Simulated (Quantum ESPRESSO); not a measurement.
Rh6NbAl, input and log of a self-consistent run

Computed values, not a measurement. The program is pw.x of Quantum ESPRESSO 7.5 (plane-wave density functional theory). The cell is made up: eight metal atoms on a face-centred cubic lattice, with elements, volume, strain and displacements drawn at random and not relaxed, so it may be unstable or far from any real phase. PseudoDojo standard norm-conserving files set the functional (PBE unless stated); there is no spin polarisation or spin-orbit coupling, the Fermi-Dirac width of 0.25 eV means electrons at about 2900 K, and the masses in the input are unused placeholders. A spin test at this wide smearing found no moment, but such smearing suppresses magnetism that the real alloy may have.

Input:

```
&control calculation='scf', pseudo_dir='./dojo.nc.sr.pbe.v0_5.standard.upf', outdir='./o', disk_io='medium', tprnfor=.true., tstress=.true. /
&system ibrav=0, nat=8, ntyp=3, nbnd=76, ecutwfc=87.97787729, nosym=.true., tot_charge=0,
 occupations='smearing', smearing='fd', degauss=0.0183746611
/
&electrons conv_thr=1.470e-08, electron_maxstep=70, mixing_beta=0.5 /
ATOMIC_SPECIES
Al 1.0 Al.upf
Nb 1.0 Nb.upf
Rh 1.0 Rh.upf
CELL_PARAMETERS angstrom
0.0 -1.9124 -1.9124
-5.7372 -1.9124 0.0
-1.9124 3.8248 -5.7372
ATOMIC_POSITIONS angstrom
Rh 0.0324 0.0072 -0.0123
Nb -1.9438 1.9173 -3.9249
Rh -1.9037 0.0359 -1.8876
Rh -3.7499 1.9177 -5.7239
Rh -3.8036 0.0064 -3.9042
Al -3.7702 -1.9522 -1.8968
Rh -5.7252 -0.0221 -5.7444
Rh -5.787 -1.858 -3.8617
K_POINTS automatic
9 4 4 1 1 1
```

The log is shortened where brackets say so; the opening notice, blank lines, dates and the lines on written files are dropped, and the path of the files is cut. It prints rydbergs, bohrs and kilobars, and counts compression as positive stress. Its total energy is the free energy E - TS of the whole cell.

```
     Program PWSCF v.7.5
     Parallel version (MPI & OpenMP), running on       1 processor cores
     Number of MPI processes:                 1
     Threads/MPI process:                     1
     [start-up lines left out]
     bravais-lattice index     =            0
     lattice parameter (alat)  =       5.1108  a.u.
     unit-cell volume          =     755.1840 (a.u.)^3
     number of atoms/cell      =            8
     number of atomic types    =            3
     number of electrons       =       118.00
     number of Kohn-Sham states=           76
     kinetic-energy cutoff     =      87.9779  Ry
     charge density cutoff     =     351.9115  Ry
     scf convergence threshold =      1.5E-08
     mixing beta               =       0.5000
     number of iterations used =            8  plain     mixing
     Exchange-correlation= PBE
                           (   1   4   3   4   0   0   0)
     [axes and pseudopotential details left out]
   Cartesian axes
     site n.     atom                  positions (alat units)
         1        Rh     tau(   1) = (   0.0119798   0.0026622  -0.0045479  )
         2        Nb     tau(   2) = (  -0.7187169   0.7089185  -1.4512254  )
         3        Rh     tau(   3) = (  -0.7038900   0.0132740  -0.6979370  )
         4        Rh     tau(   4) = (  -1.3865194   0.7090664  -2.1164027  )
         5        Rh     tau(   5) = (  -1.4063749   0.0023664  -1.4435716  )
         6        Al     tau(   6) = (  -1.3940253  -0.7218228  -0.7013387  )
         7        Rh     tau(   7) = (  -2.1168834  -0.0081714  -2.1239825  )
         8        Rh     tau(   8) = (  -2.1397338  -0.6869925  -1.4278573  )
     number of k points=    72  Fermi-Dirac smearing, width (Ry)=  0.0184
                       cart. coord. in units 2pi/alat
        k(    1) = (  -0.0515599  -0.0220971  -0.0564703), wk =   0.0277778
        k(    2) = (  -0.0736570   0.0441942  -0.1227616), wk =   0.0277778
     [further k points left out]
     Dense  grid:    84147 G-vectors     FFT dimensions: (  32,  72,  81)
     Estimated max dynamical RAM per process >     142.82 MB
     Initial potential from superposition of free atoms
     starting charge     117.9914, renormalised to     118.0000
     Starting wfcs are   74 randomized atomic wfcs +    2 random wfcs
     total cpu time spent up to now is       34.4 secs
     per-process dynamical memory:    80.5 Mb
     Self-consistent Calculation
     iteration #  1     ecut=    87.98 Ry     beta= 0.50
     Davidson diagonalization with overlap
     ethr =  1.00E-02,  avg # of iterations =  3.0
     Threshold (ethr) on eigenvalues was too large:
     Diagonalizing with lowered threshold
     Davidson diagonalization with overlap
     ethr =  7.56E-04,  avg # of iterations =  1.0
     total cpu time spent up to now is      246.9 secs
     total energy              =   -1536.61835914 Ry
     estimated scf accuracy    <       0.93311279 Ry
     iteration #  2     ecut=    87.98 Ry     beta= 0.50
     Davidson diagonalization with overlap
     ethr =  7.91E-04,  avg # of iterations =  2.0
     total cpu time spent up to now is      345.6 secs
     total energy              =   -1536.34385390 Ry
     estimated scf accuracy    <       3.53828222 Ry
     iteration #  3     ecut=    87.98 Ry     beta= 0.50
     Davidson diagonalization with overlap
     ethr =  7.91E-04,  avg # of iterations =  2.0
     total cpu time spent up to now is      450.6 secs
     total energy              =   -1536.56597583 Ry
     estimated scf accuracy    <       4.50181746 Ry
     iteration #  4     ecut=    87.98 Ry     beta= 0.50
     Davidson diagonalization with overlap
     ethr =  7.91E-04,  avg # of iterations =  2.0
     total cpu time spent up to now is      560.9 secs
     total energy              =   -1536.78330065 Ry
     estimated scf accuracy    <       2.03256607 Ry
     iteration #  5     ecut=    87.98 Ry     beta= 0.50
     Davidson diagonalization with overlap
     ethr =  7.91E-04,  avg # of iterations =  1.0
     total cpu time spent up to now is      628.0 secs
     total energy              =   -1536.89563938 Ry
     estimated scf accuracy    <       0.22685559 Ry
     [iterations 6 to 13 left out]
     iteration # 14     ecut=    87.98 Ry     beta= 0.50
     Davidson diagonalization with overlap
     ethr =  2.91E-09,  avg # of iterations =  1.0
     total cpu time spent up to now is     1280.4 secs
     total energy              =   -1536.92179260 Ry
     estimated scf accuracy    <       0.00000016 Ry
     iteration # 15     ecut=    87.98 Ry     beta= 0.50
     Davidson diagonalization with overlap
     ethr =  1.33E-10,  avg # of iterations =  2.1
     total cpu time spent up to now is     1380.0 secs
     total energy              =   -1536.92179258 Ry
     estimated scf accuracy    <       0.00000069 Ry
     iteration # 16     ecut=    87.98 Ry     beta= 0.50
     Davidson diagonalization with overlap
     ethr =  1.33E-10,  avg # of iterations =  1.5
     total cpu time spent up to now is     1470.6 secs
     total energy              =   -1536.92179263 Ry
     estimated scf accuracy    <       0.00000004 Ry
     iteration # 17     ecut=    87.98 Ry     beta= 0.50
     Davidson diagonalization with overlap
     ethr =  3.55E-11,  avg # of iterations =  2.0
     total cpu time spent up to now is     1556.8 secs
     total energy              =   -1536.92179262 Ry
     estimated scf accuracy    <       0.00000020 Ry
     iteration # 18     ecut=    87.98 Ry     beta= 0.50
     Davidson diagonalization with overlap
     ethr =  3.55E-11,  avg # of iterations =  1.3
     total cpu time spent up to now is     1635.5 secs
     End of self-consistent calculation
     [lines on levels left out]
!    total energy              =   -1536.92179263 Ry
     estimated scf accuracy    <          2.8E-09 Ry
     smearing contrib. (-TS)   =      -0.11182826 Ry
     internal energy E=F+TS    =   -1536.80996437 Ry
     The total energy is F=E-TS. E is the sum of the following terms:
     one-electron contribution =    -460.56904453 Ry
     hartree contribution      =     312.07721521 Ry
     xc contribution           =    -255.85195180 Ry
     ewald contribution        =   -1132.46618324 Ry
     convergence has been achieved in  18 iterations
     Forces acting on atoms (cartesian axes, Ry/au):
     atom    1 type  3   force =     0.00578329    0.02791421   -0.02640065
     atom    2 type  2   force =     0.03161038   -0.01321456    0.03041889
     atom    3 type  3   force =    -0.00882230   -0.01958938    0.00000119
     atom    4 type  3   force =    -0.04099742    0.01874689   -0.03283395
     atom    5 type  3   force =    -0.01474894   -0.01494524    0.03185202
     atom    6 type  1   force =    -0.01120950    0.01412029   -0.00922593
     atom    7 type  3   force =     0.01504102    0.01280528   -0.01275675
     atom    8 type  3   force =     0.02334347   -0.02583748    0.01894518
     Total force =     0.105691     Total SCF correction =     0.000313
     Computing stress (Cartesian axis) and pressure
          total   stress  (Ry/bohr**3)                   (kbar)     P=      127.43
   0.00065289  -0.00010303   0.00013079           96.04      -15.16       19.24
  -0.00010303   0.00098025   0.00018313          -15.16      144.20       26.94
   0.00013079   0.00018313   0.00096562           19.24       26.94      142.05
     init_run     :     32.75s CPU     34.36s WALL (       1 calls)
     electrons    :   1543.57s CPU   1601.03s WALL (       1 calls)
     forces       :     10.36s CPU     10.51s WALL (       1 calls)
     stress       :     44.87s CPU     45.12s WALL (       1 calls)
     [timing details left out]
     PWSCF        :  27m12.10s CPU  28m12.35s WALL
     JOB DONE.
```

In other units: free energy -20910.886 eV for the cell, pressure 12.74 GPa, largest force component 1.054 eV/Å in size. The run took 1694 s of wall time with one process on a shared machine (AMD EPYC, Zen 5, virtual cores), so the time is rough. A rerun of this cell at a higher cutoff and on a denser mesh moved values by no more than 0.009 eV in energy, 0.17 GPa in stress and 0.006 eV/Å in force, and a second program with other atomic files agreed on that cell to 2 % rms in force and 0.5 GPa in pressure.